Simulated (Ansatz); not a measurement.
**Ga₄AsP₃ (ordering on wurtzite): the band gap by level of theory**

All numbers come from the plane-wave code Ansatz. All values are calculated for a non-magnetic cell, which may be hypothetical.

Structure: an ordered 8-atom cell of Ga₄AsP₃ on the wurtzite lattice (P3m1), at its r2SCAN minimum. Space group P3m1 (No. 156), trigonal; a = 3.879 Å, c = 12.801 Å in the conventional setting, 20.85 Å³ an atom. P is surrounded by 4 Ga at 2.37 Å; As is surrounded by 4 Ga at 2.41–2.45 Å; Ga is surrounded by 4 P at 2.37 Å; Ga is surrounded by 1 P at 2.37 Å and 3 As at 2.41 Å; Ga is surrounded by 3 P at 2.37 Å and 1 As at 2.45 Å.

```cif
data_structure
_symmetry_space_group_name_H-M 'P3m1'
_symmetry_Int_Tables_number 156
_cell_length_a 3.8791
_cell_length_b 3.8791
_cell_length_c 12.8008
_cell_angle_alpha 90.000
_cell_angle_beta 90.000
_cell_angle_gamma 120.000
_cell_volume 166.81
loop_
_atom_site_label
_atom_site_type_symbol
_atom_site_symmetry_multiplicity
_atom_site_Wyckoff_symbol
_atom_site_fract_x
_atom_site_fract_y
_atom_site_fract_z
_atom_site_occupancy
P1 P 1 c 0.66667 0.33333 0.99662 1
P2 P 1 c 0.66667 0.33333 0.50303 1
P3 P 1 b 0.33333 0.66667 0.74974 1
As1 As 1 b 0.33333 0.66667 0.24923 1
Ga1 Ga 1 c 0.66667 0.33333 0.81120 1
Ga2 Ga 1 c 0.66667 0.33333 0.31824 1
Ga3 Ga 1 b 0.33333 0.66667 0.56440 1
Ga4 Ga 1 b 0.33333 0.66667 0.05754 1
```

Relaxed lattice by functional, symmetry kept:
```
functional   k mesh  a (Å)   c (Å)  volume (Å³/atom)
       PBE  12×12×2  3.922  12.932             21.54
    r2SCAN  12×12×2  3.879  12.801             20.85
```

Band edges at fixed r2SCAN geometry:

| level | k mesh | gap (eV) | kind | edges | least direct gap (eV) | rough cost |
| --- | --- | --- | --- | --- | --- | --- |
| PBE | 12×12×2 | 1.03 | direct | Γ | 1.03 | 100 core-seconds |
| PBE+SOC | 12×12×2 | 0.95 | direct | Γ | 0.95 | 6 core-minutes |
| r2SCAN | 12×12×2 | 1.40 | direct | Γ | 1.40 | 90 core-seconds |
| HSE06 | 6×6×2 | 1.80 | direct | Γ | 1.80 | 17 core-minutes |
| PBE0 | 6×6×2 | 2.45 | direct | Γ | 2.45 | 17 core-minutes |

PBE, PBE+SOC: smearing of 0.02 eV; the others have fixed occupations.
Wave cutoffs: 420 eV, 500 eV (r2SCAN).
Costs come from shared machines and give only the order; PBE's includes the band path. The runs had 4 threads of AMD EPYC 7R43 64-Core Processor (Zen 3) (shared host).

The HSE06 gap is direct at Γ: 1.80 eV. Spin-orbit coupling changes the PBE gap by -0.083 eV, to 0.95 eV.

r2SCAN covers 48 % of the step from PBE to HSE06, while HSE06 needs about 11 times r2SCAN's rough cost (on a coarser mesh). Spin-orbit coupling moves the least or the direct gap by up to 0.08 eV, so it is at the margin where a tenth of an eV counts. Among these functionals the gap stays direct.

Only the levels marked +SOC include spin-orbit coupling.
